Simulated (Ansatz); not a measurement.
Starting structure of a cell relaxation (symmetry kept):

```
CELL_PARAMETERS angstrom
-2.25002 2.25002 7.09239
2.25002 -2.25002 7.09239
2.25002 2.25002 -7.09239
ATOMIC_POSITIONS crystal
Ba 0.00000 0.00000 0.00000
Mn 0.75000 0.25000 0.50000
Mn 0.25000 0.75000 0.50000
Sb 0.63337 0.63337 0.00000
Sb 0.36663 0.36663 0.00000
```

All numbers below come from DFT r2SCAN, scalar-relativistic, plane waves, PAW (Ansatz).

Settings: cutoff 500 eV, Γ-centred mesh 12×12×12 on the computed 5-atom cell, Gaussian smearing of 0.10 eV; collinear spin from starting moments 0 4.74 4.74 0 0 μB.

Question: What does it relax to?

Answer: The volume is unchanged to within 0.01 Å³/atom to 28.72 Å³/atom, and the energy changes by under 0.1 meV/atom. The cell ends with a moment of 9.35 μB (only this magnetic start was tried). Final structure:
```
Ba Mn Sb
1.0
    -2.25002    2.25002    7.09239
     2.25002   -2.25002    7.09239
     2.25002    2.25002   -7.09239
Ba Mn Sb
1 2 2
Direct
  0.00000 0.00000 0.00000
  0.75000 0.25000 0.50000
  0.25000 0.75000 0.50000
  0.63337 0.63337 0.00000
  0.36663 0.36663 0.00000
```

The state reached may not be the lowest one. Spin-orbit coupling is left out, which matters for the bands of heavy elements. The program reads another magnetic order as possibly lower. Only parallel moments were tried here.

Cost: 1 run of about 9.9 core-minutes, on Oxide Virtual Turin-like Processor (Zen 5) (shared hosts).